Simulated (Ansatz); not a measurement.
A relaxation computed with Ansatz, from input to last step.

```yaml
crystal:
  lattice:
    - [2.9543671717, 0.0, 0.0]
    - [-1.4771835858, 2.5585570228, 0.0]
    - [0.0, 0.0, 14.4578308263]
  atoms:
    - { symbol: Ti, position: [0.3333333333, 0.6666666667, 0.8402956862] }
    - { symbol: Ti, position: [0.6666666667, 0.3333333333, 0.3402956862] }
    - { symbol: Ti, position: [0.6666666667, 0.3333333333, 0.1597043138] }
    - { symbol: Ti, position: [0.3333333333, 0.6666666667, 0.6597043138] }
    - { symbol: Ti, position: [0.0, 0.0, 0.0] }
    - { symbol: Ti, position: [0.0, 0.0, 0.5] }
    - { symbol: C, position: [0.6666666667, 0.3333333333, 0.9132536404] }
    - { symbol: C, position: [0.3333333333, 0.6666666667, 0.4132536404] }
    - { symbol: C, position: [0.6666666667, 0.3333333333, 0.5867463596] }
    - { symbol: C, position: [0.3333333333, 0.6666666667, 0.0867463596] }
basis:
  ecutwfc: 420
kpoints:
  mp_grid: { grid: [12, 12, 4] }
hamiltonian:
  xc: pbesol
scf:
  occupations: { method: gaussian, width: 0.1 }
output:
  forces: true
  stress: true
  eigenvalues: true
relax:
  adjacent_minimum: "off"
  f_tol: 0.01
  max_steps: 30
  cell: { stress_tol: 0.1, fix: [volume] }
```

```bash
ansatz run input.yaml --threads 2 --pin off --max-ram 5120MiB --backend cpu --events-out ev --progress --plain --runs-dir out
```

Method: DFT PBEsol, scalar-relativistic, plane waves, PAW in Ansatz.

The volume is held at 0.91 times that of the relaxed cell.

Of 6 frames 5 are shown, positions in Å and forces in eV/Å; the SCF threshold varies from step to step. Steps run on the plane waves of an earlier cell, with a Pulay correction in the pressure. The basis is chosen afresh for the last frame, the zero of the energies, and at times for earlier ones too; energy and pressure can step there, also at an unchanged geometry. Where two frames share a geometry here, they differ by under 2 meV/atom and 0.3 GPa.

```xyz
10
Lattice="2.9544 0.0000 0.0000 -1.4772 2.5586 0.0000 0.0000 0.0000 14.4578" Properties=species:S:1:pos:R:3:forces:R:3 pbc="T T T" step=1 free_energy_over_end_meV_per_atom=2.46 pressure_GPa=19.21
Ti    0.0000    1.7057   12.1489    0.0000    0.0000   -0.4865
Ti    1.4772    0.8529    4.9199    0.0000    0.0000   -0.4865
Ti    1.4772    0.8529    2.3090    0.0000    0.0000    0.4865
Ti    0.0000    1.7057    9.5379    0.0000    0.0000    0.4865
Ti    0.0000    0.0000    0.0000    0.0000    0.0000    0.0000
Ti    0.0000    0.0000    7.2289    0.0000    0.0000    0.0000
C     1.4772    0.8529   13.2037    0.0000    0.0000    0.0758
C     0.0000    1.7057    5.9748    0.0000    0.0000    0.0758
C     1.4772    0.8529    8.4831    0.0000    0.0000   -0.0758
C     0.0000    1.7057    1.2542    0.0000    0.0000   -0.0758
10
Lattice="2.9559 0.0000 0.0000 -1.4780 2.5599 0.0000 0.0000 0.0000 14.4427" Properties=species:S:1:pos:R:3:forces:R:3 pbc="T T T" step=2 free_energy_over_end_meV_per_atom=0.11 pressure_GPa=17.17
Ti    0.0000    1.7066   12.1117    0.0000    0.0000   -0.0727
Ti    1.4780    0.8533    4.8903    0.0000    0.0000   -0.0727
Ti    1.4780    0.8533    2.3310    0.0000    0.0000    0.0727
Ti    0.0000    1.7066    9.5524    0.0000    0.0000    0.0727
Ti    0.0000    0.0000    0.0000    0.0000    0.0000    0.0000
Ti    0.0000    0.0000    7.2214    0.0000    0.0000    0.0000
C     1.4780    0.8533   13.1780    0.0000    0.0000    0.0983
C     0.0000    1.7066    5.9566    0.0000    0.0000    0.0983
C     1.4780    0.8533    8.4861    0.0000    0.0000   -0.0983
C     0.0000    1.7066    1.2647    0.0000    0.0000   -0.0983
10
Lattice="2.9578 0.0000 0.0000 -1.4789 2.5615 0.0000 0.0000 0.0000 14.4246" Properties=species:S:1:pos:R:3:forces:R:3 pbc="T T T" step=3 free_energy_over_end_meV_per_atom=0.02 pressure_GPa=16.98
Ti    0.0000    1.7077   12.0947    0.0000    0.0000   -0.0191
Ti    1.4789    0.8538    4.8825    0.0000    0.0000   -0.0191
Ti    1.4789    0.8538    2.3298    0.0000    0.0000    0.0191
Ti    0.0000    1.7077    9.5421    0.0000    0.0000    0.0191
Ti    0.0000    0.0000    0.0000    0.0000    0.0000    0.0000
Ti    0.0000    0.0000    7.2123    0.0000    0.0000    0.0000
C     1.4789    0.8538   13.1634    0.0000    0.0000    0.0333
C     0.0000    1.7077    5.9511    0.0000    0.0000    0.0333
C     1.4789    0.8538    8.4735    0.0000    0.0000   -0.0333
C     0.0000    1.7077    1.2612    0.0000    0.0000   -0.0333
10
Lattice="2.9558 0.0000 0.0000 -1.4779 2.5598 0.0000 0.0000 0.0000 14.4435" Properties=species:S:1:pos:R:3:forces:R:3 pbc="T T T" step=4 free_energy_over_end_meV_per_atom=0.02 pressure_GPa=16.94
Ti    0.0000    1.7065   12.1104    0.0000    0.0000    0.0138
Ti    1.4779    0.8533    4.8886    0.0000    0.0000    0.0138
Ti    1.4779    0.8533    2.3331    0.0000    0.0000   -0.0138
Ti    0.0000    1.7065    9.5549    0.0000    0.0000   -0.0138
Ti    0.0000    0.0000    0.0000    0.0000    0.0000    0.0000
Ti    0.0000    0.0000    7.2218    0.0000    0.0000    0.0000
C     1.4779    0.8533   13.1835    0.0000    0.0000   -0.0250
C     0.0000    1.7065    5.9617    0.0000    0.0000   -0.0250
C     1.4779    0.8533    8.4818    0.0000    0.0000    0.0250
C     0.0000    1.7065    1.2600    0.0000    0.0000    0.0250
10
Lattice="2.9569 0.0000 0.0000 -1.4785 2.5608 0.0000 0.0000 0.0000 14.4330" Properties=species:S:1:pos:R:3:forces:R:3 pbc="T T T" step=6 free_energy_over_end_meV_per_atom=0.00 pressure_GPa=16.95
Ti    0.0000    1.7072   12.1016    0.0000    0.0000    0.0000
Ti    1.4785    0.8536    4.8851    0.0000    0.0000    0.0000
Ti    1.4785    0.8536    2.3314    0.0000    0.0000    0.0000
Ti    0.0000    1.7072    9.5479    0.0000    0.0000    0.0000
Ti    0.0000    0.0000    0.0000    0.0000    0.0000    0.0000
Ti    0.0000    0.0000    7.2165    0.0000    0.0000    0.0000
C     1.4785    0.8536   13.1726    0.0000    0.0000    0.0001
C     0.0000    1.7072    5.9561    0.0000    0.0000    0.0001
C     1.4785    0.8536    8.4769    0.0000    0.0000   -0.0001
C     0.0000    1.7072    1.2604    0.0000    0.0000   -0.0001
```

It took 33 s on 2 threads of Intel(R) Xeon(R) 6975P-C (Granite Rapids) (shared host), peak memory 0.62 GiB.